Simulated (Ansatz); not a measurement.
SiGeC2:
Space group P-4m2 (No. 115); a = b = 3.156 Å, c = 4.453 Å, α = β = γ = 90.00°

```csv
atom,site,symmetry,x,y,z
Ge,1c,-4m2,0.5000,0.5000,0.5000
Si,1a,-4m2,0.0000,0.0000,0.0000
C,2g,2mm.,0.0000,0.5000,0.2363
```

Relaxed with PBEsol.

Q: Decompose the optical modes at the zone centre into irreducible representations, and say which are infrared and Raman allowed.

A: Point group -42m: Γ_opt = A1 + 2B2 + 3E. Infrared: B2, E. Raman: A1, B2, E.

Q: Assign frequencies (DFPT, PBEsol (plane waves, PAW; program Ansatz); without the LO–TO term).

A: E 281, B2 481, E 688, B2 737, E 757, A1 779 cm⁻¹.

Subscripts of B labels follow the axes of the standard setting.

The start of the workflow was typed in or built on a structure type; neither database checked (COD, Materials Project) lists it. Its standing as an ambient phase is unchecked. The cell was relaxed with PBEsol under the symmetry of its start; its stability against distortions is not shown here.

Potentials: the later of the program's two PAW sets.
